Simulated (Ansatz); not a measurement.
Total density of states per atom from PBEsol in the plane-wave PAW code Ansatz, in 0.25 eV bins, energy from the Fermi level:

(E (eV), states/eV/atom): (-7.85, 0.08); (-7.60, 0.05); (-7.35, 0.15); (-7.10, 0.46); (-6.85, 0.50); (-6.60, 0.29); (-6.35, 0.19); (-6.10, 0.13); (-5.85, 0.09); (-5.60, 0.06); (-5.35, 0.03); (-5.10, 0.01); (-4.85, 0.00); (-4.60, 0.00); (-4.35, 0.00); (-4.10, 0.00); (-3.85, 0.00); (-3.60, 1.56); (-3.35, 1.75); (-3.10, 0.73); (-2.85, 0.06); (-2.60, 0.09); (-2.35, 0.14); (-2.10, 0.22); (-1.85, 0.46); (-1.60, 0.73); (-1.35, 0.59); (-1.10, 1.53); (-0.85, 1.54); (-0.60, 0.92); (-0.35, 1.01); (-0.10, 0.68); (0.15, 1.84); (0.40, 0.13); (0.65, 0.02); (0.90, 0.07); (1.15, 0.80); (1.40, 1.15); (1.65, 0.08); (1.90, 0.19); (2.15, 0.42); (2.40, 0.65); (2.65, 0.72); (2.90, 0.36); (3.15, 0.92); (3.40, 0.41); (3.65, 1.10); (3.90, 0.85); (4.15, 0.76); (4.40, 1.38); (4.65, 0.81)

**Question.** Which compound is it?
(A) TiPt3, Cu3Au type
(B) Sb, I4_132 (Sb on 8a)
(C) La, diamond
(D) Co2Si, Pnma (Co on 4c, Co on 4c, Si on 4c)

**Answer.** B, Sb, I4_132 (Sb on 8a). Within 0.5 eV of the Fermi level: Sb 5p 92 %, Sb 5s 6 %. Projections are on Löwdin-orthogonalised atomic valence shells; empty p or d shells of many metals are not among them.

The start of the workflow was typed in or built on a structure type; neither database checked (COD, Materials Project) lists it. It is not the phase usual at ambient conditions (space group No. 166). Symmetry was held in the PBEsol relaxation. At this level the phase is dynamically unstable (imaginary phonons). The volume moved by 64 % from the start of the relaxation. Spin–orbit coupling is left out wherever it is not named.

Potentials: the later of the program's two PAW sets.
